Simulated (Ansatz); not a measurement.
Input, command and steps of an Ansatz relaxation.

```yaml
crystal:
  lattice:
    - [6.129188563, 0.0, 0.0]
    - [0.0, 4.0466241737, 2.9382009356]
    - [0.0, -4.0466241737, 2.9382009356]
  atoms:
    - { symbol: Ca, position: [0.0, 0.3018416561, 0.3018416561] }
    - { symbol: Ca, position: [0.5, 0.7293577402, 0.1880732205] }
    - { symbol: Ca, position: [0.5, 0.1880732205, 0.7293577402] }
    - { symbol: Cl, position: [0.0, 0.5826739629, 0.0131772437] }
    - { symbol: Cl, position: [0.0, 0.0131772437, 0.5826739629] }
basis:
  ecutwfc: 420
kpoints:
  mp_grid: { grid: [4, 4, 4] }
hamiltonian:
  xc: pbe
scf:
  occupations: { method: gaussian, width: 0.1 }
  lower_state_search: "off"
output:
  forces: true
  stress: true
  eigenvalues: true
relax:
  adjacent_minimum: "off"
  f_tol: 0.04
  max_steps: 70
  cell: { stress_tol: 0.4 }
```

```bash
ansatz run input.yaml --threads 1 --pin off --max-ram 2560MiB --backend cpu --events-out ev --progress --plain --runs-dir out
```

These are results of Ansatz 0.2.0, DFT PBE, scalar-relativistic, plane waves, PAW, not measurements.

Of 16 frames 10 are shown, positions in Å and forces in eV/Å; the SCF threshold varies from step to step. Steps run on the plane waves of an earlier cell, with a Pulay correction in the pressure. The basis is chosen afresh for the last frame, the zero of the energies, and at times for earlier ones too; energy and pressure step there, also at an unchanged geometry. Here that happened at step 13 (-13 meV/atom, 0.5 GPa); the frames before carry an error of that size.

```xyz
5
Lattice="6.1292 0.0000 0.0000 0.0000 4.0466 2.9382 0.0000 -4.0466 2.9382" Properties=species:S:1:pos:R:3:forces:R:3 pbc="T T T" step=1 free_energy_over_end_meV_per_atom=561.59 pressure_GPa=8.18
Ca    0.0000    0.0000    1.7737    0.0000    0.0000    0.1446
Ca    3.0646    2.1904    2.6956    0.0000    0.1346   -0.0597
Ca    3.0646   -2.1904    2.6956    0.0000   -0.1346   -0.0597
Cl    0.0000    2.3045    1.7507    0.0000    3.3040   -0.0126
Cl    0.0000   -2.3045    1.7507    0.0000   -3.3040   -0.0126
5
Lattice="5.9595 0.0000 0.0000 0.0000 4.1861 3.2253 0.0000 -4.1861 3.2253" Properties=species:S:1:pos:R:3:forces:R:3 pbc="T T T" step=3 free_energy_over_end_meV_per_atom=241.75 pressure_GPa=1.13
Ca    0.0000    0.0000    2.0044    0.0000    0.0000    0.1297
Ca    2.9797    2.2952    2.9194    0.0000    0.1046   -0.1496
Ca    2.9797   -2.2952    2.9194    0.0000   -0.1046   -0.1496
Cl    0.0000    2.5694    1.9327    0.0000    0.2306    0.0847
Cl    0.0000   -2.5694    1.9327    0.0000   -0.2306    0.0847
5
Lattice="5.7111 0.0000 0.0000 0.0000 4.2330 3.3722 0.0000 -4.2330 3.3722" Properties=species:S:1:pos:R:3:forces:R:3 pbc="T T T" step=4 free_energy_over_end_meV_per_atom=176.16 pressure_GPa=0.51
Ca    0.0000    0.0000    2.2218    0.0000    0.0000    0.1688
Ca    2.8556    2.3743    2.9517    0.0000    0.1017   -0.1819
Ca    2.8556   -2.3743    2.9517    0.0000   -0.1017   -0.1819
Cl    0.0000    2.6020    2.0583    0.0000    0.0007    0.0975
Cl    0.0000   -2.6020    2.0583    0.0000   -0.0007    0.0975
5
Lattice="5.3548 0.0000 0.0000 0.0000 4.4388 3.5582 0.0000 -4.4388 3.5582" Properties=species:S:1:pos:R:3:forces:R:3 pbc="T T T" step=6 free_energy_over_end_meV_per_atom=100.14 pressure_GPa=0.25
Ca    0.0000    0.0000    2.8051    0.0000    0.0000    0.1990
Ca    2.6774    2.6894    2.7970    0.0000   -0.1200   -0.0538
Ca    2.6774   -2.6894    2.7970    0.0000    0.1200   -0.0538
Cl    0.0000    2.6627    2.2591    0.0000   -0.0754   -0.0457
Cl    0.0000   -2.6627    2.2591    0.0000    0.0754   -0.0457
5
Lattice="5.4087 0.0000 0.0000 0.0000 4.4893 3.5709 0.0000 -4.4893 3.5709" Properties=species:S:1:pos:R:3:forces:R:3 pbc="T T T" step=8 free_energy_over_end_meV_per_atom=73.25 pressure_GPa=-0.23
Ca    0.0000    0.0000    3.2894    0.0000    0.0000    0.1558
Ca    2.7043    2.6630    2.6164    0.0000   -0.0232   -0.0377
Ca    2.7043   -2.6630    2.6164    0.0000    0.0232   -0.0377
Cl    0.0000    2.6097    2.2206    0.0000   -0.0511   -0.0402
Cl    0.0000   -2.6097    2.2206    0.0000    0.0511   -0.0402
5
Lattice="5.4603 0.0000 0.0000 0.0000 4.4271 3.5710 0.0000 -4.4271 3.5710" Properties=species:S:1:pos:R:3:forces:R:3 pbc="T T T" step=9 free_energy_over_end_meV_per_atom=61.89 pressure_GPa=0.03
Ca    0.0000    0.0000    3.5265    0.0000    0.0000    0.0000
Ca    2.7302    2.5745    2.5305    0.0000   -0.0611   -0.0291
Ca    2.7302   -2.5745    2.5305    0.0000    0.0611   -0.0291
Cl    0.0000    2.5336    2.1880    0.0000   -0.0697    0.0291
Cl    0.0000   -2.5336    2.1880    0.0000    0.0697    0.0291
5
Lattice="5.6965 0.0000 0.0000 0.0000 4.0377 3.7543 0.0000 -4.0377 3.7543" Properties=species:S:1:pos:R:3:forces:R:3 pbc="T T T" step=11 free_energy_over_end_meV_per_atom=17.67 pressure_GPa=0.19
Ca    0.0000    0.0000    4.1625    0.0000    0.0000   -0.0190
Ca    2.8482    2.0488    2.3611    0.0000   -0.0176   -0.0063
Ca    2.8482   -2.0488    2.3611    0.0000    0.0176   -0.0063
Cl    0.0000    2.0992    2.3722    0.0000   -0.0423    0.0158
Cl    0.0000   -2.0992    2.3722    0.0000    0.0423    0.0158
5
Lattice="5.7293 0.0000 0.0000 0.0000 3.9677 3.8269 0.0000 -3.9677 3.8269" Properties=species:S:1:pos:R:3:forces:R:3 pbc="T T T" step=13 free_energy_over_end_meV_per_atom=3.25 pressure_GPa=0.40
Ca    0.0000    0.0000    4.3037    0.0000    0.0000    0.0023
Ca    2.8646    1.9826    2.3889    0.0000    0.0039    0.0040
Ca    2.8646   -1.9826    2.3889    0.0000   -0.0039    0.0040
Cl    0.0000    1.9962    2.4056    0.0000   -0.0037   -0.0051
Cl    0.0000   -1.9962    2.4056    0.0000    0.0037   -0.0051
5
Lattice="5.7050 0.0000 0.0000 0.0000 3.9535 3.8987 0.0000 -3.9535 3.8987" Properties=species:S:1:pos:R:3:forces:R:3 pbc="T T T" step=14 free_energy_over_end_meV_per_atom=0.56 pressure_GPa=0.19
Ca    0.0000    0.0000    4.3894    0.0000    0.0000    0.0001
Ca    2.8525    1.9768    2.4403    0.0000    0.0000    0.0003
Ca    2.8525   -1.9768    2.4403    0.0000    0.0000    0.0003
Cl    0.0000    1.9781    2.4416    0.0000   -0.0006   -0.0004
Cl    0.0000   -1.9781    2.4416    0.0000    0.0006   -0.0004
5
Lattice="5.6984 0.0000 0.0000 0.0000 3.9501 3.9439 0.0000 -3.9501 3.9439" Properties=species:S:1:pos:R:3:forces:R:3 pbc="T T T" step=16 free_energy_over_end_meV_per_atom=0.00 pressure_GPa=-0.01
Ca    0.0000    0.0000    4.4412    0.0000    0.0000    0.0003
Ca    2.8492    1.9749    2.4687    0.0000    0.0001    0.0003
Ca    2.8492   -1.9749    2.4687    0.0000   -0.0001    0.0003
Cl    0.0000    1.9750    2.4694    0.0000    0.0003   -0.0004
Cl    0.0000   -1.9750    2.4694    0.0000   -0.0003   -0.0004
```

The start is a random arrangement. At the end the space group is P4/mmm (tolerance 0.05 Å).

Time: 2.6 min on 1 thread of Arm Neoverse V1, with other jobs on the host, peak memory 0.38 GiB.

The k mesh is coarse.